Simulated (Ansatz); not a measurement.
The relaxed structure here is a generated cell of KSrBr3: the first start was made by placing the elements on the sites of a structure type, and the end was not matched to a known phase here, so it may be hypothetical.

Relaxation of a generated cell, KSrBr3 built in the GdFeO3 structure type; 20 atoms in the cell, which starts as Pnma (No. 62), oP20; a = 8.1288 Å, b = 11.4697 Å, c = 8.1017 Å, α = β = γ = 90.00°. Calculation: r2SCAN (plane waves to 500 eV, PAW, scalar-relativistic; Ansatz, an electronic-structure program). Γ-centred k-mesh 3×2×3 on the run's cell (coarser than for final values), Fermi–Dirac smearing 0.05 eV. This is the first round of the run. 

The optimiser's lines from the output (shortened; P is positive under compression):

```
relax step   1: F+E_penalty+E_count = -53948.36736123 eV  Δ(F+E_penalty+E_count) = +0.000e0 eV  max|allowed force component| = 3.405e-1 eV/Å  Δτ_max = 0.0000 Å  P = +1.331 GPa  Ω = 755.362 Å³  (6 SCF iters, dr2 threshold 1.00e-7 eV, accepted)
relax step   2: F+E_penalty+E_count = -53948.98448920 eV  Δ(F+E_penalty+E_count) = -6.171e-1 eV  max|allowed force component| = 1.732e-1 eV/Å  Δτ_max = 0.1944 Å  P = -0.253 GPa  Ω = 791.345 Å³  (7 SCF iters, dr2 threshold 2.00e-6 eV, accepted)
relax step   3: F+E_penalty+E_count = -53949.33736548 eV  Δ(F+E_penalty+E_count) = -3.529e-1 eV  max|allowed force component| = 1.297e-1 eV/Å  Δτ_max = 0.1682 Å  P = -0.188 GPa  Ω = 769.758 Å³  (6 SCF iters, dr2 threshold 1.87e-6 eV, accepted)
relax step   4: F+E_penalty+E_count = -53949.53972793 eV  Δ(F+E_penalty+E_count) = -2.024e-1 eV  max|allowed force component| = 7.304e-2 eV/Å  Δτ_max = 0.1973 Å  P = -0.077 GPa  Ω = 748.851 Å³  (6 SCF iters, dr2 threshold 1.05e-6 eV, accepted)
relax step   5: F+E_penalty+E_count = -53949.59376585 eV  Δ(F+E_penalty+E_count) = -5.404e-2 eV  max|allowed force component| = 4.813e-2 eV/Å  Δτ_max = 0.1738 Å  P = +0.036 GPa  Ω = 732.380 Å³  (6 SCF iters, dr2 threshold 3.33e-7 eV, accepted)
relax step   6: F+E_penalty+E_count = -53949.60055623 eV  Δ(F+E_penalty+E_count) = -6.790e-3 eV  max|allowed force component| = 3.700e-2 eV/Å  Δτ_max = 0.0559 Å  P = +0.044 GPa  Ω = 732.928 Å³  (6 SCF iters, dr2 threshold 1.45e-7 eV, accepted)
relax step   7: F+E_penalty+E_count = -53949.60480806 eV  Δ(F+E_penalty+E_count) = -4.252e-3 eV  max|allowed force component| = 1.243e-3 eV/Å  Δτ_max = 0.0246 Å  P = +0.008 GPa  Ω = 735.713 Å³  (6 SCF iters, dr2 threshold 8.56e-8 eV, accepted)
relax step   8: F+E_penalty+E_count = -53949.60309357 eV  Δ(F+E_penalty+E_count) = +1.714e-3 eV  max|allowed force component| = 1.226e-3 eV/Å  Δτ_max = 0.0000 Å  P = +0.008 GPa  Ω = 735.713 Å³  stress off target by 1.23e-2 GPa  SCF on the basis re-selected at this cell (its energy is not comparable with the rows above)  (5 SCF iters)
```

From the first to the last row the energy changes by -0.06 eV/atom and the volume by -2.6 %. The last row is marked as not comparable with the walk above it, whose basis was carried along; it does compare with step 1, since both stand on a basis selected at the nominal cutoff for their own cell.

Later rounds, restarted from the end of this one on a renewed k-mesh, logged 2 more steps and released under 1 meV/atom more. The final structure after all rounds: Pnma (No. 62), oP20, AFLOW prototype AB3C_oP20_62_c_cd_a (as in CaTiO3); a = 8.357 Å, b = 11.333 Å, c = 7.768 Å, α = β = γ = 90.00°. Between re-selections the logged energies stand on a plane-wave basis carried along with the cell. No spin polarisation in the result.

The run could not lose the symmetry of its start, so the end can be a saddle point.
